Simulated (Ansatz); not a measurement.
Data:

Re$_{2}$C:
```cif
data_C2Re4
_chemical_formula_sum 'Re4 C2'
_space_group_name_H-M_alt 'P63/mmc'
_space_group_IT_number 194
_space_group_name_Hall '-P 6c 2c'
_cell_length_a 2.83469
_cell_length_b 2.83469
_cell_length_c 9.82157
_cell_angle_alpha 90.000
_cell_angle_beta 90.000
_cell_angle_gamma 120.000
loop_
_atom_site_label
_atom_site_type_symbol
_atom_site_symmetry_multiplicity
_atom_site_Wyckoff_symbol
_atom_site_fract_x
_atom_site_fract_y
_atom_site_fract_z
_atom_site_occupancy
Re1 Re 4 f 0.66667 0.33333 0.10835 1
C1 C 2 c 0.33333 0.66667 0.25000 1
```

This is the PBEsol-relaxed structure.

Task: All from DFT-PBEsol in the program Ansatz with PAW potentials, unless another level is named. Estimate the electronic character.

Result: metallic (no gap).

Task: What about the density of states at the Fermi level?

Result: 0.25 states/eV per atom (mean over ±0.08 eV).

Task: Give the formation energy from the elements (no fitted shifts).

Result: -0.12 eV/atom.

Space group P6_3/mmc. The workflow started from a Materials Project entry (that database holds measured and hypothetical structures alike); the Crystallography Open Database copy checked does not list it. Its standing as an ambient phase is unchecked. The cell was relaxed with PBEsol under the symmetry of its start; its stability against distortions is not shown here. The run is not spin-polarised. The references are the lowest solids computed at this level, not always the standard phases. Spin–orbit coupling is left out wherever it is not named.

Potentials: the later of the program's two PAW sets.
